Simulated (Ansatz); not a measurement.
Ansatz (a first-principles code) input:

Ansatz 0.2 input:
```yaml
crystal:
  lattice:
    - [0.0, 2.1019236906, 2.1019236906]
    - [2.1019236906, 0.0, 2.1019236906]
    - [2.1019236906, 2.1019236906, 0.0]
  atoms:
    - { symbol: Ti, position: [0.5, 0.5, 0.5] }
    - { symbol: N, position: [0.0, 0.0, 0.0] }
kpoints:
  mp_grid: { grid: [35, 35, 35] }
hamiltonian:
  xc: pbesol
  pseudopotentials: { kind: paw }
scf:
  occupations: { method: fermi_dirac, width: 0.1 }
elastic: { mode: relaxed_ion, stencil: two_point, amplitude: 0.005, f_tol: 0.0005 }
```

Output (shortened):

```
Pseudopotential: Ti, paw, valence charge 12
Pseudopotential: N, paw, valence charge 5
Functional definition: PBEsol
Crystal: 2 atoms, lattice volume = 18.573 Å³
Basis set: ecut = 420 eV, 339 PW (Γ), exchange–correlation on 40×40×40 points (8 copies of the dense FFT grid, shifted against one another)
Bands: 13, of which v1, the nominal top of the filled ones, is band 9 counted from 1 (8 counted from 0)
Symmetry: 48 space group operations
Space group: Fm-3m (ITA 225), of the structure as read, at distance tolerance 2.6e-5 Å
k-points: 1140 of 42875
SCF iter   1: F=—  HF=-2856.245505 eV  |F-HF|=—  |Δ(HF+E_count)|=         —  Δρ=1.34e-2  dr2=3.13e-2  ethr=1.77e-3  ⟨swp⟩=4.9  Hψ=160093  notcnv=0
automatic band count: the SCF goes on with 17 bands, as 13 were too few: the levels above may hold too much charge
preconditioner: auto → none
SCF iter   2: F=—  HF=-2856.240202 eV  |F-HF|=—  |Δ(HF+E_count)|=   5.30e-3  Δρ=8.57e-3  dr2=1.45e-2  ethr=1.84e-4  ⟨swp⟩=1.1  Hψ=28622  notcnv=0
SCF iter   3: F=—  HF=-2856.237021 eV  |F-HF|=—  |Δ(HF+E_count)|=   3.18e-3  Δρ=9.57e-4  dr2=2.01e-4  ethr=8.53e-5  ⟨swp⟩=1.4  Hψ=19129  notcnv=0  defer=3
SCF iter   4: F=—  HF=-2856.236971 eV  |F-HF|=—  |Δ(HF+E_count)|=   5.04e-5  Δρ=1.12e-4  dr2=2.70e-6  ethr=1.18e-6  ⟨swp⟩=1.1  Hψ=18226  notcnv=0  defer=4
SCF iter   5: F=—  HF=-2856.236973 eV  |F-HF|=—  |Δ(HF+E_count)|=   2.61e-6  Δρ=1.39e-5  dr2=2.59e-8  ethr=1.59e-8  ⟨swp⟩=2.0  Hψ=20906  notcnv=0  defer=4
SCF iter   6: F=—  HF=-2856.236974 eV  |F-HF|=—  |Δ(HF+E_count)|=   1.43e-7  Δρ=1.42e-6  dr2=2.49e-10  ethr=1.52e-10  ⟨swp⟩=2.0  Hψ=23206  notcnv=0  defer=4
SCF iter   7: F=—  HF=-2856.236974 eV  |F-HF|=—  |Δ(HF+E_count)|=  7.09e-11  Δρ=1.97e-7  dr2=5.07e-12  ethr=1.47e-12  ⟨swp⟩=2.3  Hψ=22585  notcnv=0  defer=4
SCF iter   8: F=-2856.236974 eV  HF=-2856.236974 eV  |F-HF|=9.09e-13  |Δ(HF+E_count)|=  1.82e-12  Δρ=7.27e-9  dr2=5.31e-15  ethr=1.00e-12  ⟨swp⟩=5.7  Hψ=72635  notcnv=0
SCF 1 converged in 8 iterations: F = -2856.236974 eV  dr2 = 5.31e-15
Crystal: 2 atoms, lattice volume = 18.480 Å³
Bands: 17, of which v1, the nominal top of the filled ones, is band 9 counted from 1 (8 counted from 0)
Symmetry: 16 space group operations
k-points: 3078 of 42875
iter 1 solved again at ethr=2.02e-6 eV; its pass at ethr=3.10e-3 eV (dr2=3.44e-4 eV) is discarded
SCF iter   1: F=—  HF=-2856.236051 eV  |F-HF|=—  |Δ(HF+E_count)|=         —  Δρ=1.57e-3  dr2=3.81e-4  ethr=2.02e-6  ⟨swp⟩=2.1  Hψ=281868  notcnv=0  defer=167
preconditioner: auto → none
SCF iter   2: F=—  HF=-2856.235957 eV  |F-HF|=—  |Δ(HF+E_count)|=   9.43e-5  Δρ=6.25e-4  dr2=6.73e-5  ethr=2.02e-6  ⟨swp⟩=1.0  Hψ=48856  notcnv=0  defer=167
SCF iter   3: F=—  HF=-2856.235943 eV  |F-HF|=—  |Δ(HF+E_count)|=   1.44e-5  Δρ=8.04e-5  dr2=1.35e-6  ethr=3.96e-7  ⟨swp⟩=1.0  Hψ=49039  notcnv=0  defer=167
SCF iter   4: F=—  HF=-2856.235941 eV  |F-HF|=—  |Δ(HF+E_count)|=   1.42e-6  Δρ=1.50e-5  dr2=3.77e-8  ethr=7.95e-9  ⟨swp⟩=1.0  Hψ=49243  notcnv=0  defer=167
SCF iter   5: F=—  HF=-2856.235941 eV  |F-HF|=—  |Δ(HF+E_count)|=   9.97e-9  Δρ=2.39e-6  dr2=3.91e-10  ethr=2.22e-10  ⟨swp⟩=2.7  Hψ=74997  notcnv=0  defer=167
SCF iter   6: F=—  HF=-2856.235941 eV  |F-HF|=—  |Δ(HF+E_count)|=  1.82e-11  Δρ=2.40e-7  dr2=3.47e-12  ethr=2.30e-12  ⟨swp⟩=2.1  Hψ=56819  notcnv=0  defer=167
SCF iter   7: F=-2856.235941 eV  HF=-2856.235941 eV  |F-HF|=4.55e-13  |Δ(HF+E_count)|=  9.09e-13  Δρ=1.79e-8  dr2=4.05e-14  ethr=1.00e-12  ⟨swp⟩=4.0  Hψ=133815  notcnv=0
SCF 2 converged in 7 iterations: F = -2856.235941 eV  dr2 = 4.05e-14
Crystal: 2 atoms, lattice volume = 18.666 Å³
iter 1 solved again at ethr=8.78e-10 eV; its pass at ethr=3.10e-3 eV (dr2=1.49e-7 eV) is discarded
SCF iter   1: F=—  HF=-2856.236152 eV  |F-HF|=—  |Δ(HF+E_count)|=         —  Δρ=9.85e-5  dr2=2.21e-7  ethr=8.78e-10  ⟨swp⟩=2.2  Hψ=270553  notcnv=0  defer=321
preconditioner: auto → none
SCF iter   2: F=—  HF=-2856.236155 eV  |F-HF|=—  |Δ(HF+E_count)|=   3.35e-6  Δρ=4.81e-5  dr2=4.23e-8  ethr=8.78e-10  ⟨swp⟩=2.1  Hψ=63036  notcnv=0  defer=321
SCF iter   3: F=—  HF=-2856.236156 eV  |F-HF|=—  |Δ(HF+E_count)|=   2.63e-7  Δρ=6.66e-6  dr2=7.27e-10  ethr=2.49e-10  ⟨swp⟩=1.0  Hψ=49024  notcnv=0  defer=321
SCF iter   4: F=—  HF=-2856.236156 eV  |F-HF|=—  |Δ(HF+E_count)|=   5.29e-9  Δρ=4.15e-7  dr2=1.42e-11  ethr=4.28e-12  ⟨swp⟩=1.0  Hψ=49052  notcnv=0  defer=321
SCF iter   5: F=—  HF=-2856.236156 eV  |F-HF|=—  |Δ(HF+E_count)|=  9.09e-12  Δρ=1.13e-7  dr2=2.16e-13  ethr=8.38e-14 (applied; sched 1.00e-12)  ⟨swp⟩=1.9  Hψ=55443  notcnv=0  defer=3339
SCF iter   6: F=-2856.236156 eV  HF=-2856.236156 eV  |F-HF|=4.55e-13  |Δ(HF+E_count)|=  9.09e-13  Δρ=7.84e-9  dr2=6.25e-15  ethr=1.00e-12  ⟨swp⟩=3.7  Hψ=122420  notcnv=0
SCF 3 converged in 6 iterations: F = -2856.236156 eV  dr2 = 6.25e-15
Crystal: 2 atoms, lattice volume = 18.573 Å³
Symmetry: 8 space group operations
k-points: 5832 of 42875
iter 1 solved again at ethr=4.51e-8 eV; its pass at ethr=3.10e-3 eV (dr2=7.67e-6 eV) is discarded
SCF iter   1: F=—  HF=-2856.236732 eV  |F-HF|=—  |Δ(HF+E_count)|=         —  Δρ=2.52e-4  dr2=7.83e-6  ethr=4.51e-8  ⟨swp⟩=2.0  Hψ=535796  notcnv=0  defer=1083
preconditioner: auto → none
SCF iter   2: F=—  HF=-2856.236732 eV  |F-HF|=—  |Δ(HF+E_count)|=   4.94e-7  Δρ=1.00e-4  dr2=8.28e-7  ethr=4.51e-8  ⟨swp⟩=1.7  Hψ=109546  notcnv=0  defer=1083
SCF iter   3: F=—  HF=-2856.236731 eV  |F-HF|=—  |Δ(HF+E_count)|=   9.61e-7  Δρ=1.79e-5  dr2=9.78e-9  ethr=4.87e-9  ⟨swp⟩=2.2  Hψ=115816  notcnv=0  defer=1083
SCF iter   4: F=—  HF=-2856.236731 eV  |F-HF|=—  |Δ(HF+E_count)|=   3.05e-9  Δρ=1.22e-6  dr2=7.38e-11  ethr=5.75e-11  ⟨swp⟩=1.2  Hψ=94998  notcnv=0  defer=1083
SCF iter   5: F=—  HF=-2856.236731 eV  |F-HF|=—  |Δ(HF+E_count)|=  3.18e-12  Δρ=5.81e-8  dr2=3.48e-13  ethr=4.34e-13 (applied; sched 1.00e-12)  ⟨swp⟩=2.2  Hψ=119421  notcnv=0  defer=4794
SCF iter   6: F=-2856.236731 eV  HF=-2856.236731 eV  |F-HF|=0.00e0  |Δ(HF+E_count)|=  4.55e-13  Δρ=1.18e-8  dr2=1.04e-14  ethr=1.00e-12  ⟨swp⟩=4.0  Hψ=245768  notcnv=0
SCF 4 converged in 6 iterations: F = -2856.236731 eV  dr2 = 1.04e-14
Crystal: 2 atoms, lattice volume = 18.573 Å³
iter 1 solved again at ethr=5.56e-11 eV; its pass at ethr=3.10e-3 eV (dr2=9.46e-9 eV) is discarded
SCF iter   1: F=—  HF=-2856.236729 eV  |F-HF|=—  |Δ(HF+E_count)|=         —  Δρ=8.77e-6  dr2=6.11e-9  ethr=5.56e-11  ⟨swp⟩=2.7  Hψ=516925  notcnv=0  defer=897
preconditioner: auto → none
SCF iter   2: F=—  HF=-2856.236731 eV  |F-HF|=—  |Δ(HF+E_count)|=   2.43e-6  Δρ=3.84e-6  dr2=9.59e-10  ethr=3.59e-11  ⟨swp⟩=3.0  Hψ=153547  notcnv=0  defer=897
SCF iter   3: F=—  HF=-2856.236731 eV  |F-HF|=—  |Δ(HF+E_count)|=  5.09e-11  Δρ=5.07e-7  dr2=2.05e-11  ethr=5.64e-12  ⟨swp⟩=1.0  Hψ=92525  notcnv=0  defer=897
SCF iter   4: F=—  HF=-2856.236731 eV  |F-HF|=—  |Δ(HF+E_count)|=    0.00e0  Δρ=8.41e-8  dr2=8.93e-13  ethr=1.21e-13 (applied; sched 1.00e-12)  ⟨swp⟩=1.8  Hψ=109737  notcnv=0  defer=6520
SCF iter   5: F=-2856.236731 eV  HF=-2856.236731 eV  |F-HF|=9.09e-13  |Δ(HF+E_count)|=    0.00e0  Δρ=1.51e-8  dr2=3.39e-14  ethr=1.00e-12  ⟨swp⟩=3.8  Hψ=234486  notcnv=0
SCF 5 converged in 5 iterations: F = -2856.236731 eV  dr2 = 3.39e-14
SCF converged after 8 iterations
Free energy (F): -2856.236974 eV
Harris-Foulkes:  -2856.236974 eV  (|F-HF|=9.09e-13)
Internal energy: -2856.210450 eV  (E = F + TS)
E sigma→0 (E₀):  -2856.223712 eV
Entropy (-TS):   -0.026524 eV (-13.262 meV/atom)
Fermi energy:    17.516587 eV
--- Per-component energies (eV) ---
  E_band       = -84.393873
  E_kinetic    = 407.295293
  E_local      = -769.608461  (includes V_loc(G=0)·N_el)
  E_nonlocal   = 52.644252
  E_hartree    = 307.477958
  E_xc         = -158.916146
  E_vxc        = -201.162488  (∫ρ·V_xc dr)
  E_paw        = -1144.256336  (= ΣΔE_a)
  E_vpaw       = -188.518537  (= ΣTr[D̂ρ^β])
  E_aug_tail   = 0.000152  (compensation charges beyond the density's cutoff)
  E_ewald      = -1551.014645
  E_core_change = 0.167483  (= ΣΔE_core)
  E_smearing   = -0.026524  (= −TS)
  E_closure    = 0.000000  (closes the sum)
  Σ components = -2856.236974   (vs F -2856.236974, Δ=0.00e0)
  [band-id]    e_kinetic+e_local+e_nonlocal+2·e_hartree+e_vxc+e_vpaw+e_augmentation_tail = -84.393873   (vs E_band -84.393873, Δ=-2.31e-7)
--- Forces (eV/Å), atoms counted from 1 ---
  atom   1  Ti     0.00000000     0.00000000     0.00000000
  atom   2  N      0.00000000     0.00000000     0.00000000
  max |Σ_I F_I| component: 0.0 eV/Å
--- Stress (GPa, compression-positive) ---
        0.151379       0.000000       0.000000
        0.000000       0.151379       0.000000
        0.000000       0.000000       0.151379
  P = ⅓ Tr σ = 0.1514 GPa (1.514 kbar)
--- Band table (eV; the first three rows and the last of 1140) ---
  k-point 0: bands = ["-40.0095", "-16.0788", "-16.0788", "-16.0788", "0.2975", "15.4622", "15.4622", "15.4622", "16.8720", "16.8720", "16.8720", "18.1328", "18.1328", "23.1958", "30.6407", "37.5122", "37.5122"]
  k-point 1: bands = ["-40.0086", "-16.0851", "-16.0793", "-16.0793", "0.3147", "15.3499", "15.3782", "15.3782", "16.9025", "16.9025", "16.9370", "18.2146", "18.2146", "23.2410", "30.6589", "37.4860", "37.4914"]
  k-point 2: bands = ["-40.0059", "-16.1036", "-16.0808", "-16.0808", "0.3658", "15.0618", "15.1606", "15.1606", "16.9781", "16.9781", "17.0877", "18.4409", "18.4409", "23.3726", "30.7081", "37.4175", "37.4263"]
  k-point 1139: bands = ["-39.8599", "-16.5065", "-16.4926", "-16.3325", "2.2546", "11.8808", "11.9102", "12.0994", "18.3880", "18.5963", "20.0622", "20.8739", "21.5948", "29.7176", "29.8058", "30.9504", "34.4269"]
--- Elastic constants: 2 strain directions × 2 members + reference (group order 48) ---
  dense FFT box of the reference and of every strained cell: 20×20×20
  strains applied: 11, 23; error gains: componentwise 1.00 (the most a stress slope's error grows in a printed constant), spectral 1.73 (1 for all six strains …
  C = ∂σ_k/∂η_j (tension-positive GPa; Voigt order 11 22 33 23 13 12):
       642.673    129.005    129.005      0.000      0.000      0.000
       129.005    642.673    129.005      0.000      0.000      0.000
       129.005    129.005    642.673      0.000      0.000      0.000
         0.000      0.000      0.000    171.950      0.000      0.000
         0.000      0.000      0.000      0.000    171.950      0.000
         0.000      0.000      0.000      0.000      0.000    171.950
  reference stress σ⁰ (GPa):     -0.151     -0.151     -0.151      0.000      0.000      0.000
  C* (energy form; C + prestress term) asymmetry max|C*_kj − C*_jk| = 5.684e-14 GPa — a small one proves nothing (zero by symmetry where the batch's group is …
  moduli (Voigt/Reuss/Hill, GPa): K = 300.23/300.23/300.23   G = 205.90/198.14/202.02   E = 495.04   ν = 0.225
  mechanically stable: yes (min eigenvalue of sym C = 171.95 GPa)
  where every solve meets its electron count the energy-path curvature estimates C_jj along a normal strain and C_jj − ¼(σ⁰_aa + σ⁰_bb) along a shear (ab), of …
  strain η (Voigt 11):  stress-route row diagonal C_11 = 642.67 GPa, energy-path curvature d²(F+E_count+ΔE)/dδ²/Ω₀ = 642.47 GPa
         δ    σ_11 (GPa)             F (eV)   n_scf  n_hpsi   n_pw
    -5.000e-3      -3.4595       -2856.2359412       7  736681    375   relax 0 steps, max|allowed force component| 0.0 eV/Å
     5.000e-3       2.9672       -2856.2361556       6  651610    378   relax 0 steps, max|allowed force component| 0.0 eV/Å
  strain η (Voigt 23):  stress-route row diagonal C_44 = 171.95 GPa, energy-path curvature d²(F+E_count+ΔE)/dδ²/Ω₀ = 172.01 GPa
         δ    σ_23 (GPa)             F (eV)   n_scf  n_hpsi   n_pw
    -5.000e-3      -0.8598       -2856.2367312       6  1301043    378   relax 0 steps, max|allowed force component| 0.0 eV/Å
     5.000e-3       0.8598       -2856.2367312       5  1186852    378   relax 0 steps, max|allowed force component| 0.0 eV/Å
```

Cost: about 9 core-minutes (a rough figure) on shared cores.

The cell was relaxed with PBEsol under the symmetry of its start; of distortions, only those at the zone centre were tested. No spin polarisation was allowed. The volume moved by -21 % from the start of the relaxation. As this level gives no gap, shear constants depend on the k-mesh and smearing (Fermi–Dirac, 0.1 eV here).

Potentials: the later of the program's two PAW sets.

Ansatz is a plane-wave DFT program.
